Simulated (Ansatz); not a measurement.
PtC in space group P-6m2 (No. 187; Pt on 1a, C on 1d) under volume change, plane-wave PAW PBE (Ansatz code), shape and atoms relaxed at each volume.

```tsv
V (Å³/atom)	E − E(relaxed) (meV/atom)	P (GPa)
10.322	84.7	29.43
10.662	35.0	17.70
11.002	8.1	7.95
11.343	0.0	0.00
11.683	7.2	-6.56
12.023	27.1	-12.08
12.364	57.8	-16.58
```

**Question.** What does a third-order Birch–Murnaghan fit give for V₀, B₀ and B′?

**Answer.** V₀ = 11.34 Å³/atom, B₀ = 242 GPa, B′ = 5.4.

The start of the workflow was typed in or built on a structure type; neither database checked (COD, Materials Project) lists it. Whether it is the stable phase at ambient conditions was not checked. The cell was relaxed with PBE under the symmetry of its start; whether a distortion lowers the energy is not shown. No spin polarisation was allowed. Its formation energy is positive at this level, so the cell may be metastable or incomplete. Spin–orbit coupling is left out wherever it is not named.

Potentials: the earlier of the program's two PAW sets.
